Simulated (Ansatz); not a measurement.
Space group C2/m (No. 12). a = 5.713 Å, b = 9.912 Å, c = 6.532 Å, α = 90.00°, β = 106.93°, γ = 90.00°
```json
{"atom": "Ni", "site": "4g", "symmetry": "2", "x": "0.5000", "y": "0.1666", "z": "0.0000"}
{"atom": "P", "site": "4i", "symmetry": "m", "x": "0.0596", "y": "0.0000", "z": "0.1755"}
{"atom": "S", "site": "8j", "symmetry": "1", "x": "0.2544", "y": "0.1763", "z": "0.2313"}
{"atom": "S", "site": "4i", "symmetry": "m", "x": "0.2745", "y": "0.0000", "z": "0.7674"}
```

Equation of state of this NiPS$_{3}$ structure (not necessarily the ground state), with shape and atoms relaxed at each volume where symmetry leaves them free. It has no gap at any of these volumes. Level of theory: DFT PBEsol, scalar-relativistic, plane waves, PAW (Ansatz).

Plane waves to 420 eV, a k mesh through Γ of 8×8×6 on the computed 10-atom cell and Gaussian smearing (0.10 eV); no spin polarisation.

| V (Å³/atom) | E − E(largest V) (meV/atom) | P (GPa) |
| --- | --- | --- |
| 16.631 | 2.68 | 1.69 |
| 17.162 | -1.10 | 0.64 |
| 17.693 | -2.08 | -0.01 |
| 18.224 | -1.42 | -0.35 |
| 18.755 | 0.00 | -0.47 |

Task: Fit a third-order Birch–Murnaghan equation to E(V).

Result: V0 = 17.69 Å³/atom, B0 = 16 GPa, B0' = 19.7. B0' is unusual or poorly fixed by this range.

The cell holds layers, and where no dispersion correction was added their binding is poorly described. Spin polarisation was left out, and a magnetic state may lie lower.

Cost: 5 runs of about 18 core-minutes in all, on Intel Xeon Platinum 8488C (Sapphire Rapids) (shared hosts).